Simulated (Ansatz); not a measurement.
The start is a relaxed BaF2 cell deformed by the Cartesian strain tensor (xx, yy, zz, yz, xz, xy) = (-0.032, -0.097, 0.012, -0.048, 0.065, 0.134). A full variable-cell relaxation at zero pressure is run with PBEsol (plane waves to 420 eV, PAW, scalar-relativistic; Ansatz, an electronic-structure program). The first steps use a coarse 8×7×6 k-mesh.

The start:
```yaml
crystal:
  lattice:
    - [0.60766, 2.62551, 2.96003]
    - [3.16872, 0.26393, 3.30376]
    - [3.38048, 3.18100, 0.05217]
  atoms:
    - { symbol: Ba, position: [0.00000, 0.00000, 0.00000] }
    - { symbol: F, position: [0.25000, 0.25000, 0.25000] }
    - { symbol: F, position: [0.75000, 0.75000, 0.75000] }
```

### Question
What is the largest force in the starting geometry, and on which atom (counted from 1)?

### Answer
4.19 eV/Å, on F2, F3 (atoms numbered as listed).

### Question
How much energy is released per atom?

### Answer
0.63 eV/atom.

### Question
How do the shortest distances between atoms change?

### Answer
The closest pairs of elements (up to four, under 3.6 Å), start → end: Ba–F 2.13 → 2.66 Å; F–F 2.81 → 3.07 Å; Ba–Ba 3.50 → 4.34 Å.

The end point of the relaxation:

Space group Fm-3m (No. 225); a = 6.137 Å, b = 6.137 Å, c = 6.137 Å, α = 90.00°, β = 90.00°, γ = 90.00°

```json
[
 {"atom": "Ba", "site": "4a", "symmetry": "m-3m", "x": "0.0000", "y": "0.0000", "z": "0.0000"},
 {"atom": "F", "site": "8c", "symmetry": "-43m", "x": "0.2500", "y": "0.2500", "z": "0.2500"}
]
```
(The calculation used a cell of 3 atoms; values per cell refer to that cell.)

Final values are on a 9×9×9 k-mesh of the relaxed cell. No spin polarisation in the result.

The run could not lose the symmetry of its start.
